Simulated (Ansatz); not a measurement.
**MnCl2 (R-3m): the held moment from field and pressure**

```
Mn Cl
1.0
     1.84300    1.06406    5.82333
    -1.84300    1.06406    5.82333
     0.00000   -2.12811    5.82333
Mn Cl
1 2
Direct
  0.00000 0.00000 0.00000
  0.25000 0.25000 0.25000
  0.75000 0.75000 0.75000
```

The source of the geometry is a structure as deposited in COD (the entry's cell lengths or inner coordinates differ somewhat from later room-temperature determinations); atoms and cell stay fixed.

Functional, mesh and filling: PBEsol, 9×9×9 k mesh, Fermi–Dirac smearing of 0.08 eV. PAW means Ansatz 0.2.0 on its default frozen-core files. Site moments are integrated in spheres about the atoms. Start moments (μB): Mn1 4.

The free run ends with 5.00 μB per cell. Further runs hold the cell's moment M by two Fermi levels; B is half their difference over μB, positive where the field raises M. Some of them:

```csv
M (μB/cell),B (T),ΔF over the free run (meV/cell),pressure (GPa)
1.65,-3936,2191.0,-10.9
3.35,-12600,1320.4,-9.2
6.25,60204,4031.9,6.0
```

Another run of the series gave B (T) = 55878, ΔF over the free run (meV/cell) = 1500.6, pressure (GPa) = 0.2. Which moment was held?
A. 5.50
B. 4.50
C. 7.50

A. M (μB/cell) = 5.50.

Another run of the series gave B (T) = -14559, ΔF over the free run (meV/cell) = 394.1, pressure (GPa) = -5.3. Which moment was held?
A. 5.50
B. 4.50
C. 7.50

B. M (μB/cell) = 4.50.

The whole series:

```json
{"M (μB/cell)": "1.65", "B (T)": "-3936", "ΔF over the free run (meV/cell)": "2191.0", "pressure (GPa)": "-10.9"}
{"M (μB/cell)": "3.35", "B (T)": "-12600", "ΔF over the free run (meV/cell)": "1320.4", "pressure (GPa)": "-9.2"}
{"M (μB/cell)": "4.50", "B (T)": "-14559", "ΔF over the free run (meV/cell)": "394.1", "pressure (GPa)": "-5.3"}
{"M (μB/cell)": "5.50", "B (T)": "55878", "ΔF over the free run (meV/cell)": "1500.6", "pressure (GPa)": "0.2"}
{"M (μB/cell)": "6.25", "B (T)": "60204", "ΔF over the free run (meV/cell)": "4031.9", "pressure (GPa)": "6.0"}
{"M (μB/cell)": "7.50", "B (T)": "68875", "ΔF over the free run (meV/cell)": "8649.3", "pressure (GPa)": "13.9"}
```

The PAW files were made with PBE; the program remakes their cores once for the run's functional and then keeps them frozen. The Ansatz runs typed with the search for lower states off end where their start leads. These are results for the start and cell typed. The real compound can order otherwise, in a larger cell, or not at all, since semilocal functionals at zero temperature often overstate magnetism.
